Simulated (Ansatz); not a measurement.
**Si: pressure against volume, fitted**

```yaml
crystal:
  lattice:
    - [0.00000, 2.71547, 2.71547]
    - [2.71547, 0.00000, 2.71547]
    - [2.71547, 2.71547, 0.00000]
  atoms:
    - { symbol: Si, position: [0.50000, 0.50000, 0.50000] }
    - { symbol: Si, position: [0.75000, 0.75000, 0.75000] }
```

Atom numbers follow the list: Si1, Si2.

The structure is an experimental refinement, used without relaxation.

Theory: Ansatz 0.2.0, DFT, LDA, all-electron LAPW, scalar-relativistic.

Numerical set-up: a Γ-centred 11×11×11 k mesh, Fermi–Dirac smearing of 0.08 eV, basis error target 0.25 meV/atom, no spin polarisation.

The cell is scaled evenly. Fractional coordinates are held (clamped ions).

| V (Å³/atom) | P (GPa) |
| --- | --- |
| 18.822 | 4.78 |
| 18.832 | 4.72 |
| 19.222 | 2.44 |
| 19.423 | 1.36 |
| 19.623 | 0.34 |
| 19.823 | -0.63 |
| 20.023 | -1.55 |
| 20.224 | -2.43 |
| 20.424 | -3.25 |
| 20.624 | -4.04 |
| 21.225 | -6.15 |

Problem. Fit a third-order Birch–Murnaghan curve to the pressures.

Solution. P = (3B0/2)(y^(7/2) − y^(5/2))[1 + (3/4)(B0′ − 4)(y − 1)] with y = (V0/V)^(2/3) fits within 0.01 GPa for V0 = 19.691 Å³/atom, B0 = 96.2 GPa and B0′ = 4.25.

Problem. Predict the pressure at the withheld volume, 20.824 Å³/atom.

Solution. There y = 0.9634, so the fit gives -4.78 GPa; the run gave -4.78 GPa.
